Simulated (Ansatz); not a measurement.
## The polar optical mode of KI, worked through

Level of theory: Ansatz 0.2.0, DFT PBE+D3(BJ), scalar-relativistic, plane waves, PAW. Settings: 420 eV plane-wave cutoff, Γ-centred 6×6×6 mesh, fixed occupations. No spin polarisation. Phonons by linear response, acoustic sum rule imposed.

The cell is fixed (symmetry leaves no force on the atoms) and stands under 0.0 GPa:
```cif
data_structure
_symmetry_space_group_name_H-M 'P 1'
_symmetry_Int_Tables_number 1
_cell_length_a 4.9523
_cell_length_b 4.9523
_cell_length_c 4.9523
_cell_angle_alpha 60.000
_cell_angle_beta 60.000
_cell_angle_gamma 60.000
_cell_volume 85.88
loop_
_atom_site_label
_atom_site_type_symbol
_atom_site_fract_x
_atom_site_fract_y
_atom_site_fract_z
_atom_site_occupancy
K1 K 0.00000 0.00000 0.00000 1
I1 I 0.50000 0.50000 0.50000 1
```

The cell is the ideal cubic rocksalt prototype. Spin–orbit coupling is left out, which matters for heavy elements.

Linear response gives ν_TO = 105.4 cm⁻¹, Born charges ±1.134 e (positive on K) and ε∞ = 2.914. The primitive cell holds 85.882 Å³, and the masses are 39.098 and 126.904 amu.

Question: Find ν_LO and the static dielectric constant.

Answer: The long-wave field adds a restoring force: ω_LO² − ω_TO² = Z*²e²/(ε_vac ε∞ μV). In these units ν_LO² − ν_TO² = 4.92064×10⁷ Z*²/(μ V ε∞) cm⁻², with μ = m₁m₂/(m₁ + m₂) = 29.890 amu: 8453 cm⁻². So ν_LO = √(105.4² + 8453) = 139.9 cm⁻¹, and the run gives 139.9. Lyddane–Sachs–Teller then gives ε0 = ε∞ (ν_LO/ν_TO)² = 5.13, against 5.13 in the run (it forms both from the same three quantities, so the match checks the arithmetic only). Between ν_TO and ν_LO the dielectric function is negative and an undamped crystal reflects fully: a reststrahlen band from 71.5 to 94.8 μm.

Question: What do the Clausius–Mossotti polarisability and the Szigeti charge come to?

Answer: With the Lorentz local field, α = (3V/4π)(ε∞ − 1)/(ε∞ + 2) = 7.99 Å³ for the pair, and e_S = 3Z*/(ε∞ + 2) = 0.69 e. The Born charge includes the electrons' response to the dipole's own local field, and e_S takes that enhancement out. The Lorentz field assumes point-like polarisable ions, a fair picture at this small ε∞.

Question: How strongly does a slow electron couple to the LO mode?

Answer: For one isotropic parabolic band, Fröhlich's constant is α_F = (1/ε∞ − 1/ε0) √(m* Ry/ħω_LO), with Ry = 13.606 eV, ħω_LO = 17.3 meV and m* in free-electron masses: α_F = 0.1482 × 28.01 × √m* = 4.15 √m*. The band mass isn't part of this run; for m* = 0.1, 0.3 and 1 it gives 1.31, 2.27, 4.15. In weak coupling the polaron lies α_F ħω_LO below the band edge (39 meV at m* = 0.3) with a mass m*(1 + α_F/6); past α_F of about 5 or 6 that expansion fails. A semilocal functional's ε∞ tends to be too large, which taken alone lowers α_F.

Cost: 1 run of about 0.35 core-minutes, on AMD EPYC 9R45 (Zen 5) (shared hosts).